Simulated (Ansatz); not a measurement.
TaO₂:
Space group P4₂/mnm (No. 136); a = 4.9513 Å, b = 4.9513 Å, c = 2.8497 Å, α = 90.00°, β = 90.00°, γ = 90.00°

| atom | site | symmetry | x | y | z |
|---|---|---|---|---|---|
| Ta | 2b | m.mm | 0.0000 | 0.0000 | 0.5000 |
| O | 4f | m.2m | 0.2135 | 0.2135 | 0.0000 |

Relaxed at zero pressure with the program Ansatz at the PBEsol level (PAW).

Problem. The volume is lowered by 6 % and shape and atoms relax at that volume. What pressure results, and how do the axes share the change?

Solution. 19.4 GPa; a -1.9 %, b -1.9 %, c -2.3 %; the energy rises by 40 meV/atom.

Problem. Give the new structure.

Solution. 
Space group P4₂/mnm (No. 136); a = 4.857 Å, b = 4.857 Å, c = 2.784 Å, α = 90.00°, β = 90.00°, γ = 90.00°

```json
[
 {"atom": "Ta", "site": "2b", "symmetry": "m.mm", "x": "0.0000", "y": "0.0000", "z": "0.5000"},
 {"atom": "O", "site": "4f", "symmetry": "m.2m", "x": "0.2148", "y": "0.2148", "z": "0.0000"}
]
```

The phase is kept; no other phase was compared at this pressure.

Space group P4_2/mnm (rutile). The workflow started from a Materials Project entry (that database holds measured and hypothetical structures alike); the Crystallography Open Database copy checked does not list it. Its standing as an ambient phase is unchecked. Symmetry was held in the PBEsol relaxation; of distortions, only those at the zone centre were tested. No spin polarisation was allowed. Spin–orbit coupling is left out wherever it is not named.

Potentials: the later of the program's two PAW sets.
